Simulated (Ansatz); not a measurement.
LiF:
```
CELL_PARAMETERS angstrom
      3.29582     0.00000     0.00000
     -1.64791     2.85427     0.00000
      0.00000     0.00000     4.01413
ATOMIC_POSITIONS crystal
  Li 0.33333 0.66667 0.75000
  F  0.66667 0.33333 0.75000
  F  0.33333 0.66667 0.25000
  Li 0.66667 0.33333 0.25000
```

Relaxed with PBEsol. Independent-particle spectrum: no excitons, no local fields, no scissors shift; 0.1 eV broadening; ε₁ of the summed bands alone.

Problem. Tabulate the dielectric function from plane-wave PAW PBEsol (Ansatz code).

Solution. 

| E (eV) | ε₁ xx | ε₂ xx | ε₁ zz | ε₂ zz |
|---|---|---|---|---|
| 0.0 | 1.81 | 0.00 | 1.83 | 0.00 |
| 0.4 | 1.81 | 0.00 | 1.83 | 0.00 |
| 0.8 | 1.82 | 0.00 | 1.83 | 0.00 |
| 1.2 | 1.82 | 0.00 | 1.84 | 0.00 |
| 1.6 | 1.82 | 0.00 | 1.84 | 0.00 |
| 2.0 | 1.83 | 0.00 | 1.85 | 0.00 |
| 2.4 | 1.84 | 0.00 | 1.86 | 0.00 |
| 2.8 | 1.85 | 0.00 | 1.87 | 0.00 |
| 3.2 | 1.86 | 0.00 | 1.88 | 0.00 |
| 3.6 | 1.88 | 0.00 | 1.90 | 0.00 |
| 4.0 | 1.90 | 0.00 | 1.91 | 0.00 |
| 4.4 | 1.92 | 0.00 | 1.93 | 0.00 |
| 4.8 | 1.94 | 0.00 | 1.96 | 0.00 |
| 5.2 | 1.97 | 0.00 | 1.99 | 0.00 |
| 5.6 | 2.01 | 0.00 | 2.02 | 0.00 |
| 6.0 | 2.05 | 0.00 | 2.07 | 0.00 |
| 6.4 | 2.10 | 0.00 | 2.12 | 0.00 |
| 6.8 | 2.17 | 0.00 | 2.19 | 0.00 |
| 7.2 | 2.26 | 0.00 | 2.31 | 0.00 |
| 7.6 | 2.40 | 0.00 | 2.58 | 0.08 |
| 8.0 | 2.73 | 0.06 | 2.57 | 0.40 |
| 8.4 | 2.73 | 0.55 | 2.51 | 0.54 |
| 8.8 | 2.60 | 0.68 | 2.46 | 0.65 |
| 9.2 | 2.58 | 0.77 | 2.41 | 0.75 |
| 9.6 | 2.59 | 0.89 | 2.36 | 0.86 |
| 10.0 | 2.62 | 1.08 | 2.29 | 0.95 |
| 10.4 | 2.58 | 1.38 | 2.22 | 1.03 |
| 10.8 | 2.32 | 1.66 | 2.19 | 1.03 |
| 11.2 | 2.06 | 1.80 | 2.05 | 1.76 |
| 11.6 | 1.78 | 1.88 | 1.48 | 1.17 |
| 12.0 | 1.13 | 2.21 | 1.60 | 0.92 |

Problem. From ε at 8.1 eV (xx: 2.84 + 0.21i), find n, k, the normal reflectivity and the absorption coefficient.

Solution. n = 1.69, k = 0.062, R = 7 %, α = 2kE/ħc = 51000 cm⁻¹.

With all bands, ε∞ without local fields is 1.98 (xx = yy), 1.97 (zz). DFPT, with local fields, gives 1.93 (xx = yy), 1.95 (zz).

Space group P6_3/mmc. The start of the workflow was typed in or built on a structure type; neither database checked (COD, Materials Project) lists it. It is not the phase usual at ambient conditions (space group No. 225). Symmetry was held in the PBEsol relaxation; its stability against distortions is not shown here.

Potentials: the earlier of the program's two PAW sets. The files were generated under PBE; for other functionals the program regenerates the frozen cores, and for LDA and PBEsol the local potential too.
